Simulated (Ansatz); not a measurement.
Space group P4/nmm:1 (No. 129). a = 4.403 Å, b = 4.403 Å, c = 7.224 Å, α = 90.00°, β = 90.00°, γ = 90.00°
```tsv
atom	site	symmetry	x	y	z
Ba	2c	4mm	0.0000	0.5000	0.2075
H	2a	-4m2	0.0000	0.0000	0.0000
Cl	2c	4mm	0.0000	0.5000	0.6543
```

Equation of state of this BaHCl structure (not necessarily the ground state), with shape and atoms relaxed at each volume where symmetry leaves them free. Computed with Ansatz, DFT r2SCAN, scalar-relativistic, plane waves, PAW.

Plane waves to 500 eV, a k mesh through Γ of 6×6×4 on the computed 6-atom cell and Gaussian smearing (0.02 eV); no spin polarisation.

```json
{"V (Å³/atom)": "21.945", "E − E(largest V) (meV/atom)": "2.09", "P (GPa)": "2.52", "gap on mesh (eV)": "3.57"}
{"V (Å³/atom)": "22.645", "E − E(largest V) (meV/atom)": "-5.86", "P (GPa)": "1.18", "gap on mesh (eV)": "3.69"}
{"V (Å³/atom)": "23.346", "E − E(largest V) (meV/atom)": "-8.37", "P (GPa)": "0.00", "gap on mesh (eV)": "3.79"}
{"V (Å³/atom)": "24.046", "E − E(largest V) (meV/atom)": "-6.17", "P (GPa)": "-0.99", "gap on mesh (eV)": "3.89"}
{"V (Å³/atom)": "24.746", "E − E(largest V) (meV/atom)": "0.00", "P (GPa)": "-1.83", "gap on mesh (eV)": "3.97"}
```

Q: Fit a third-order Birch–Murnaghan equation to E(V).

A: V0 = 23.35 Å³/atom, B0 = 36 GPa, B0' = 4.2.

Spin-orbit coupling is left out, which matters for the bands of heavy elements.

Cost: 5 runs of about 4.6 core-minutes in all, on Arm Neoverse V2 (shared hosts).